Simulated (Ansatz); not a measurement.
GaAs (zinc blende), relaxed and computed with several functionals in Ansatz (plane waves, PAW).

```csv
functional,a (Å),gap (eV),B₀ by P(V) fit (GPa)
r²SCAN,5.666,0.96,72.3
HSE06,5.682,1.29,72.4
PBE,5.744,0.16,60.2
```

All cells were relaxed under the symmetry of their starts (and spin orders); stability against distortions was not tested throughout. Scalar-relativistic: spin–orbit coupling is off unless named, which matters more the heavier the elements.

Potentials: the later of the program's two PAW sets.

Ansatz (a first-principles code) is a plane-wave DFT program.
